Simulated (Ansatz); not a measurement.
MoRu:
```xyz
2
Lattice="2.7454 0.0000 0.0000 0.0000 2.7454 0.0000 0.0000 0.0000 3.8066" Properties=species:S:1:pos:R:3 pbc="T T T"
Ru     0.0000     0.0000     0.0000
Mo     1.3727     1.3727     1.9033
```

Relaxed with PBEsol. Special points in fractions of this cell's reciprocal vectors: Γ (0.000, 0.000, 0.000); X (0.000, 0.500, 0.000); M (0.500, 0.500, 0.000); Z (0.000, 0.000, 0.500); R (0.000, 0.500, 0.500); A (0.500, 0.500, 0.500).

**Question.** List the band energies nearest the Fermi level at these points for PBEsol (plane waves, PAW; program Ansatz).

**Answer.** In eV from the Fermi level; about four levels below and three above (degenerate sets whole), none deeper than 8.9 eV; … stands for higher levels left out; points with the same levels are listed once.

```
k                          below           above
-  -----------------------------  --------------
Γ        -5.28 -1.87 -1.87 -1.46  0.42 1.13 3.55
X        -2.38 -2.17 -1.05 -0.20     0.39 1.78 …
M        -5.93 -5.78 -5.25 -5.25  2.22 2.35 3.63
Z        -3.33 -1.05 -0.55 -0.55     0.17 0.77 …
R        -2.16 -2.14 -2.01 -1.27  1.26 1.58 2.22
A  -2.93 -2.93 -2.40 -2.40 -0.40  1.50 2.22 4.99
```

Space group P4/mmm (L1₀ or tetragonal B2). The start of the workflow was typed in or built on a structure type; neither database checked (COD, Materials Project) lists it. Its standing as an ambient phase is unchecked. The PBEsol relaxation kept the symmetry of its start; whether a distortion lowers the energy is not shown. No spin polarisation was allowed. Spin–orbit coupling is left out wherever it is not named.

Potentials: the earlier of the program's two PAW sets. The files were generated under PBE; for other functionals the program regenerates the frozen cores, and for LDA and PBEsol the local potential too.
